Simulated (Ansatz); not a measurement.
CrI₃:
```
CELL_PARAMETERS angstrom
      6.92925     0.00000     0.00000
     -3.46462     6.00091     0.00000
      0.00000     0.00000    33.00000
ATOMIC_POSITIONS crystal
  Cr 0.33333 0.66667 0.50000
  Cr 0.66667 0.33333 0.50000
  I  0.35446 0.00000 0.45250
  I  0.64554 0.00000 0.54750
  I  0.64554 0.64554 0.45250
  I  0.00000 0.64554 0.54750
  I  0.35446 0.35446 0.54750
  I  0.00000 0.35446 0.45250
```
The run is spin-polarised; directions of the spins, atom by atom: ↑ ↑ 0 0 0 0 0 0.
Free-standing layer in the xy plane with vacuum along z and no interaction between images.

Relaxed with r²SCAN+D4.

Problem. All from r²SCAN+D4 in the plane-wave PAW code Ansatz, unless another level is named. Give the ionisation potential (Kohn–Sham).

Solution. 6.11 eV.

Problem. What about the valence-band maximum?

Solution. at Γ.

Problem. What about the electron affinity (Kohn–Sham)?

Solution. 4.60 eV.

Space group P-31m (honeycomb of octahedra). A layer that has been made, often on a substrate. The cell was relaxed with r²SCAN+D4 under the symmetry of its start; whether a distortion lowers the energy is not shown. Magnetic state: ferromagnetic, chosen from 4 collinear starts compared on coarse meshes (ties went to the first, and starts can fall back to one state), not a proven ground state. Other orbital occupations within this spin state were not tried. No Hubbard U is applied. Point labels and valley counts follow the cell and symmetry of the run, lower than the named group. Spin–orbit coupling is left out wherever it is not named.

Potentials: the later of the program's two PAW sets.

Edges and masses are those of Kohn–Sham bands, whose gap is no quasiparticle gap.
